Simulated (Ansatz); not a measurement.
ZrMo:
```
ZrMo
1.0
    0.00000     2.71065     2.71065
    2.71065     0.00000     2.71065
    2.71065     2.71065     0.00000
Mo Zr
1 1
Cartesian
  0.00000   0.00000   0.00000
  2.71065   2.71065   2.71065
```

Relaxed with PBEsol. Special points in fractions of this cell's reciprocal vectors: Γ (0.000, 0.000, 0.000); X (0.500, 0.000, 0.500); U (0.625, 0.250, 0.625); K (0.375, 0.375, 0.750); L (0.500, 0.500, 0.500); W (0.500, 0.250, 0.750).

List the band energies nearest the Fermi level at these points for the program Ansatz at the PBEsol with spin–orbit coupling level (PAW).

In eV from the Fermi level; about four levels below and three above (degenerate sets whole), none deeper than 8.9 eV; points with the same levels are listed once.

| k | below | above |
|---|---|---|
| Γ | -2.53 -2.53 -2.53 -2.53 -2.45 -2.45 | 5.35 5.35 5.35 5.35 |
| X | -1.86 -1.86 -0.98 -0.98 | 0.68 0.68 1.06 1.06 |
| U | -1.16 -1.16 -1.04 -1.04 | 0.56 0.56 2.48 2.48 |
| L | -0.43 -0.43 -0.35 -0.35 | 0.74 0.74 0.78 0.78 |
| W | -1.70 -1.70 -1.53 -1.53 | 0.43 0.43 1.14 1.14 |

Space group Fm-3m (rock salt). The start of the workflow was typed in or built on a structure type; neither database checked (COD, Materials Project) lists it. Its standing as an ambient phase is unchecked. The PBEsol relaxation kept the symmetry of its start. At this level the phase is mechanically unstable. No spin polarisation was allowed. Its formation energy is positive at this level, so the cell may be metastable or incomplete.

Potentials: the later of the program's two PAW sets.
